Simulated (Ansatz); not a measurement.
Geometry optimisation in Ansatz: input, command and trajectory.

```yaml
crystal:
  lattice:
    - [5.2794992502, 0.0, 0.0]
    - [0.0, 3.4937862685, 0.0]
    - [0.0, 0.0, 5.3904131]
  atoms:
    - { symbol: K, position: [0.75, 0.0, 0.687], spin: 0.21 }
    - { symbol: K, position: [0.25, 0.0, 0.313], spin: 0.21 }
    - { symbol: V, position: [0.75, 0.5, 0.188], spin: 3.71 }
    - { symbol: V, position: [0.25, 0.5, 0.812], spin: 3.71 }
basis:
  ecutwfc: 420
kpoints:
  mp_grid: { grid: [4, 6, 4] }
hamiltonian:
  xc: pbe
scf:
  occupations: { method: gaussian, width: 0.1 }
  lower_state_search: "off"
output:
  forces: true
  stress: true
  eigenvalues: true
  populations: true
magnetization:
  spin_polarized: true
relax:
  adjacent_minimum: "off"
  f_tol: 0.04
  max_steps: 70
  cell: { stress_tol: 0.4 }
```

```bash
ansatz run input.yaml --threads 1 --pin off --max-ram 2560MiB --backend cpu --events-out ev --progress --plain --runs-dir out
```

Computed with DFT PBE, scalar-relativistic, plane waves, PAW (Ansatz 0.2.0).

Of 40 frames 10 are shown, positions in Å and forces in eV/Å; the SCF threshold varies from step to step. Steps run on the plane waves of an earlier cell, with a Pulay correction in the pressure. The basis is chosen afresh for the last frame, the zero of the energies, and at times for earlier ones too; energy and pressure step there, also at an unchanged geometry. Here that happened at steps 12 (-33 meV/atom, 1.5 GPa), 27 (-40 meV/atom, 1.8 GPa), 37 (-8 meV/atom, 0.4 GPa); the frames before carry an error of that size.

```xyz
4
Lattice="5.2795 0.0000 0.0000 0.0000 3.4938 0.0000 0.0000 0.0000 5.3904" Properties=species:S:1:pos:R:3:forces:R:3 pbc="T T T" step=1 free_energy_over_end_meV_per_atom=837.36 pressure_GPa=9.15
K     3.9596    0.0000    3.7032    0.0000    0.0000    0.1701
K     1.3199    0.0000    1.6872    0.0000    0.0000   -0.1701
V     3.9596    1.7469    1.0134    0.0000    0.0000   -0.6891
V     1.3199    1.7469    4.3770    0.0000    0.0000    0.6891
4
Lattice="5.6155 0.0000 0.0000 0.0000 3.7235 0.0000 0.0000 0.0000 6.3528" Properties=species:S:1:pos:R:3:forces:R:3 pbc="T T T" step=5 free_energy_over_end_meV_per_atom=455.36 pressure_GPa=-0.24
K     4.2116    0.0000    4.0757    0.0000    0.0000   -0.1083
K     1.4039    0.0000    2.2771    0.0000    0.0000    0.1083
V     4.2116    1.8618    0.4249    0.0000    0.0000    0.2361
V     1.4039    1.8618    5.9278    0.0000    0.0000   -0.2361
4
Lattice="5.3007 0.0000 0.0000 0.0000 3.1921 0.0000 0.0000 0.0000 6.7412" Properties=species:S:1:pos:R:3:forces:R:3 pbc="T T T" step=10 free_energy_over_end_meV_per_atom=413.48 pressure_GPa=-0.21
K     3.9755    0.0000    4.3043    0.0000    0.0000   -0.0021
K     1.3252    0.0000    2.4369    0.0000    0.0000    0.0021
V     3.9755    1.5960    0.4522    0.0000    0.0000    0.0495
V     1.3252    1.5960    6.2891    0.0000    0.0000   -0.0495
4
Lattice="5.1473 0.0000 0.0000 0.0000 3.1392 0.0000 0.0000 0.0000 7.2919" Properties=species:S:1:pos:R:3:forces:R:3 pbc="T T T" step=14 free_energy_over_end_meV_per_atom=334.79 pressure_GPa=0.78
K     3.8605    0.0000    4.7513    0.0000    0.0000    0.0530
K     1.2868    0.0000    2.5407    0.0000    0.0000   -0.0530
V     3.8605    1.5696    0.4531    0.0000    0.0000    0.0760
V     1.2868    1.5696    6.8388    0.0000    0.0000   -0.0760
4
Lattice="4.7817 0.0000 0.0000 0.0000 2.9877 0.0000 0.0000 0.0000 8.3548" Properties=species:S:1:pos:R:3:forces:R:3 pbc="T T T" step=18 free_energy_over_end_meV_per_atom=268.31 pressure_GPa=-2.07
K     3.5862    0.0000    5.6459    0.0000    0.0000    0.0836
K     1.1954    0.0000    2.7088    0.0000    0.0000   -0.0836
V     3.5862    1.4939    0.4641    0.0000    0.0000   -0.5471
V     1.1954    1.4939    7.8907    0.0000    0.0000    0.5471
4
Lattice="4.2915 0.0000 0.0000 0.0000 3.0908 0.0000 0.0000 0.0000 8.7414" Properties=species:S:1:pos:R:3:forces:R:3 pbc="T T T" step=23 free_energy_over_end_meV_per_atom=150.64 pressure_GPa=-1.54
K     3.2186    0.0000    5.9393    0.0000    0.0000    0.0676
K     1.0729    0.0000    2.8021    0.0000    0.0000   -0.0676
V     3.2186    1.5454    0.1201    0.0000    0.0000   -0.4350
V     1.0729    1.5454    8.6213    0.0000    0.0000    0.4350
4
Lattice="4.2122 0.0000 0.0000 0.0000 3.0695 0.0000 0.0000 0.0000 8.6731" Properties=species:S:1:pos:R:3:forces:R:3 pbc="T T T" step=27 free_energy_over_end_meV_per_atom=102.53 pressure_GPa=1.90
K     3.1591    0.0000    5.8971    0.0000    0.0000   -0.0105
K     1.0530    0.0000    2.7761    0.0000    0.0000    0.0105
V     3.1591    1.5348    0.0933    0.0000    0.0000   -0.0133
V     1.0530    1.5348    8.5798    0.0000    0.0000    0.0133
4
Lattice="4.1651 0.0000 0.0000 0.0000 3.0725 0.0000 0.0000 0.0000 9.4069" Properties=species:S:1:pos:R:3:forces:R:3 pbc="T T T" step=31 free_energy_over_end_meV_per_atom=40.88 pressure_GPa=1.04
K     3.1238    0.0000    6.4932    0.0000    0.0000    0.0067
K     1.0413    0.0000    2.9137    0.0000    0.0000   -0.0067
V     3.1238    1.5363    0.0784    0.0000    0.0000    0.0455
V     1.0413    1.5363    9.3285    0.0000    0.0000   -0.0455
4
Lattice="4.1462 0.0000 0.0000 0.0000 3.0301 0.0000 0.0000 0.0000 10.2268" Properties=species:S:1:pos:R:3:forces:R:3 pbc="T T T" step=36 free_energy_over_end_meV_per_atom=12.05 pressure_GPa=-0.02
K     3.1096    0.0000    7.1828    0.0000    0.0000    0.0046
K     1.0365    0.0000    3.0440    0.0000    0.0000   -0.0046
V     3.1096    1.5151    0.0660    0.0000    0.0000    0.0057
V     1.0365    1.5151   10.1608    0.0000    0.0000   -0.0057
4
Lattice="4.1430 0.0000 0.0000 0.0000 3.0266 0.0000 0.0000 0.0000 10.7262" Properties=species:S:1:pos:R:3:forces:R:3 pbc="T T T" step=40 free_energy_over_end_meV_per_atom=0.00 pressure_GPa=-0.02
K     3.1072    0.0000    7.6357    0.0000    0.0000   -0.0144
K     1.0357    0.0000    3.0905    0.0000    0.0000    0.0144
V     3.1072    1.5133    0.0640    0.0000    0.0000    0.0174
V     1.0357    1.5133   10.6622    0.0000    0.0000   -0.0174
```

The start puts this composition into another compound's structure type, which needn't suit it. The cell swells from 24.9 to 33.6 Å³ an atom, so the end can be far from any stable crystal. At the end the space group is Pmma (tolerance 0.05 Å).

The run took 13 min on 1 thread of Arm Neoverse V2, with other jobs on the host, peak memory 0.54 GiB.

The k mesh is coarse.